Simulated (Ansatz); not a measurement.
# Ionic part of the dielectric constant of SrO at 12 GPa, mode by mode

Method: DFT LDA, scalar-relativistic, plane waves, PAW (Ansatz 0.2.0). Settings: 420 eV plane-wave cutoff, Γ-centred 8×8×8 mesh, fixed occupations. No spin polarisation. Phonons by linear response, acoustic sum rule imposed.

The structure is cubic, space group Fm-3m (No. 225). Conventional cell: a = 4.909 Å, b = 4.909 Å, c = 4.909 Å, α = 90.00°, β = 90.00°, γ = 90.00°. Sr (site symmetry m-3m) is surrounded by 6 O at 2.45 Å. Around O (site symmetry m-3m) lie 6 Sr at 2.45 Å.

The primitive cell has V = 29.58 Å³ and ε∞,zz = 3.952. Each polar mode adds Δε = (4.92064×10⁷/V)·S/ν² along z, with S its oscillator strength in e²/amu, ν in cm⁻¹ and V in Å³.

Q: From these modes, find each Δε and ε0,zz.
| ν (cm⁻¹) | S_zz (e²/amu) |
| --- | --- |
| 270.2 | 0.4785 |

A:
```json
{"ν (cm⁻¹)": "270.2", "Δε": "10.90"}
```

The sum is 10.900, so ε0,zz = 14.85; the run's tensor has 14.85.

Q: Where do the longitudinal modes lie for a wave vector along z?

A: At 524 cm⁻¹. The Lyddane–Sachs–Teller product Π(ν_LO/ν_TO)² = 3.76 matches ε0/ε∞ = 3.76.

Cost: 1 run of about 0.63 core-minutes, on Arm Neoverse N1 (shared hosts).